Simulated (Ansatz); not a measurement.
All numbers below come from DFT PBE, scalar-relativistic, plane waves, PAW in Ansatz 0.2.0. Settings of the last relaxation (8-atom cell): 420 eV, 6×6×10 k points, Gaussian smearing of 0.10 eV, no spin polarisation.

Formation energies are uncorrected and count from the elements' standard states at the same level.

Question: Give a relaxed trial structure of a hexagonal metal that holds Li and 2 more elements, with a formation energy near −0.88 eV/atom and about 20 Å³ per atom, in a cell of 8 atoms.

Answer: LiSb2O5, space group P6mm (No. 183). Li is surrounded by 6 O at 3.47 Å, 2 Li at 3.99 Å and 6 Sb at 4.00 Å (long contacts); around Sb lie 5 O at 1.98–2.00 Å; around O on a site of symmetry 3m lie 2 Sb at 1.98–2.00 Å; around O on a site of symmetry 2mm lie 2 Sb at 1.98 Å, 4 O at 2.78–2.83 Å, 4 O at 3.42 Å and 2 Li at 3.47 Å.

```
CELL_PARAMETERS angstrom
6.84405 0.00000 0.00000
-3.42202 5.92712 0.00000
0.00000 0.00000 3.98770
ATOMIC_POSITIONS crystal
Li 0.00000 0.00000 0.72005
Sb 0.33333 0.66667 0.56037
Sb 0.66667 0.33333 0.56037
O 0.33333 0.66667 0.06263
O 0.00000 0.50000 0.57066
O 0.50000 0.50000 0.57066
O 0.50000 0.00000 0.57066
O 0.66667 0.33333 0.06263
```

* Volume per atom: 20.22 Å³
* Density: 3.39 g/cm³
* Energy over the elements: −0.88 eV/atom
* Gap on the 6×6×10 mesh of the 8-atom cell: 0 eV (a metal)

It was reached by relaxing an invented guess, and it needn't be the stable form of this composition. The answer needn't be unique; the calculation gave this one.

Spin–orbit coupling, which can matter for Sb, is left out. An odd number of electrons in the primitive cell allows no gap without spin; a larger cell or a magnetic state could open one. Symmetry constrained the relaxation, so the result can be a saddle point.
